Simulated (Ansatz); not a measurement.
Sc₄N₃O:
```
CELL_PARAMETERS angstrom
      4.48023     0.00000     0.00000
      0.00000     4.48023     0.00000
      0.00000     0.00000     4.48023
ATOMIC_POSITIONS crystal
  Sc 0.00000 0.50000 0.50000
  Sc 0.00000 0.00000 0.00000
  Sc 0.50000 0.50000 0.00000
  Sc 0.50000 0.00000 0.50000
  O  0.50000 0.50000 0.50000
  N  0.50000 0.00000 0.00000
  N  0.00000 0.50000 0.00000
  N  0.00000 0.00000 0.50000
```

Relaxed with r²SCAN.

Q: Give the Bader charges and basin volumes of the independent atoms, plane-wave PAW r²SCAN (Ansatz code).

A: 

| atom | Bader charge (e) | Bader volume (Å³) |
|---|---|---|
| Sc1 | +1.82 | 8.9 |
| Sc2 | +1.84 | 8.6 |
| O5 | -1.51 | 12.2 |
| N6 | -1.93 | 14.1 |

Space group Pm-3m. The start of the workflow was typed in or built on a structure type; neither database checked (COD, Materials Project) lists it. Its standing as an ambient phase is unchecked. Symmetry was held in the r²SCAN relaxation; whether a distortion lowers the energy is not shown. No spin polarisation was allowed.

Potentials: the earlier of the program's two PAW sets. The files were generated under PBE; for other functionals the program regenerates the frozen cores, and for LDA and PBEsol the local potential too.
